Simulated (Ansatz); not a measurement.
Li (bcc, W type)

```xyz
2
Lattice="-3.4352 3.4352 3.4352 0.0000 0.0000 3.4352 0.0000 3.4352 0.0000" Properties=species:S:1:pos:R:3 pbc="T T T"
Li     0.0000     0.0000     0.0000
Li    -1.7176     1.7176     1.7176
```

A phonon eigenvector at H = (0.5, 0.5, 0.5) is frozen into this cell: atom i moves by Q times the vector below, so Q is the largest atomic displacement, in Å. The cell is held. It is one choice among 3 degenerate patterns. (q is in reciprocal vectors of the primitive cell; the cell shown is doubled to hold the pattern.)

| atom | x | y | z |
|---|---|---|---|
| Li1 | 0.000 | 0.000 | -1.000 |
| Li2 | 0.000 | 0.000 | 1.000 |

All values below come from PBE (plane waves to 420 eV, PAW, scalar-relativistic; Ansatz, a quantum-chemistry and plane-wave program). k mesh 19×19×19 (Γ-centred), Fermi-Dirac smearing 0.05 eV. The energy includes the smearing's −TS. With partly filled bands, energies and forces of such displacements shift with the k mesh and the smearing. Li was relaxed with its symmetry unable to fall. The zero of ΔE is the undisplaced structure.

Problem. Give the computed ΔE (meV/cell) and −dE/dQ from forces (eV/Å) at Q (Å) = -0.100, -0.050, -0.033, 0.067, 0.083, 0.100.

Solution. 
```tsv
Q (Å)	ΔE (meV/cell)	−dE/dQ from forces (eV/Å)
-0.100	27.7	0.550
-0.050	7.0	0.278
-0.033	3.1	0.186
0.067	12.4	-0.370
0.083	19.3	-0.460
0.100	27.7	-0.550
```

(For displaced atoms, the force is minus the slope of the energy, and its curvature is a force constant, which sets phonon frequencies.)
